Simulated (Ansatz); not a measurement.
Relaxed Zn (hcp, Mg type):

```
CELL_PARAMETERS angstrom
      5.24440     0.00000     0.00000
     -1.31110     2.27089     0.00000
      0.00000     0.00000     5.19319
ATOMIC_POSITIONS crystal
  Zn 0.16667 0.66667 0.75000
  Zn 0.66667 0.66667 0.75000
  Zn 0.33333 0.33333 0.25000
  Zn 0.83333 0.33333 0.25000
```

The atoms are displaced by Q × the pattern below (from a DFPT mode at M = (0.5, 0.0, 0.0), largest move 1; Q in Å), at fixed cell. (q is in reciprocal vectors of the primitive cell; the cell shown is doubled to hold the pattern.)

```json
[
 {"atom": "Zn1", "x": "0.000", "y": "0.000", "z": "-1.000"},
 {"atom": "Zn2", "x": "0.000", "y": "0.000", "z": "1.000"},
 {"atom": "Zn3", "x": "0.000", "y": "0.000", "z": "1.000"},
 {"atom": "Zn4", "x": "0.000", "y": "0.000", "z": "-1.000"}
]
```

Method: PBE (plane waves to 420 eV, PAW, scalar-relativistic; Ansatz, a first-principles code). k mesh 10×20×9 (Γ-centred), Fermi-Dirac smearing 0.05 eV. The energy includes the smearing's −TS. With partly filled bands, energies and forces of such displacements shift with the k mesh and the smearing. The PAW data are Ansatz's earlier set. Zn was relaxed with its symmetry unable to fall. The zero of ΔE is the undisplaced structure. The last digit holds for this mesh only.

| Q (Å) | ΔE (meV/cell) |
|---|---|
| -0.2800 | 205.7 |
| -0.2333 | withheld |
| -0.1867 | 60.6 |
| -0.1400 | 27.9 |
| -0.0933 | 10.4 |
| -0.0467 | 2.3 |
| 0.0000 | 0.0 |
| 0.0467 | 2.3 |
| 0.0933 | 10.4 |
| 0.1400 | 27.9 |
| 0.1867 | 60.6 |
| 0.2333 | withheld |
| 0.2800 | 205.7 |

Problem. Fit an even polynomial form (powers 2, 4) to the given rows and predict ΔE at Q = -0.2333.

Solution. Least squares on the 11 given rows: ΔE = (1026)·Q² + (20380)·Q⁴, in meV/cell with Q in Å; root-mean-square residual 0.05 meV/cell. At -0.2333 the fit gives 116.2 meV/cell; the calculation gives 116.0 meV/cell, so the interpolation is off by 0.2 (+0.2 %). The quadratic term alone would give 55.8 meV/cell.

(For displaced atoms, the force is minus the slope of the energy, and its curvature is a force constant, which sets phonon frequencies.)
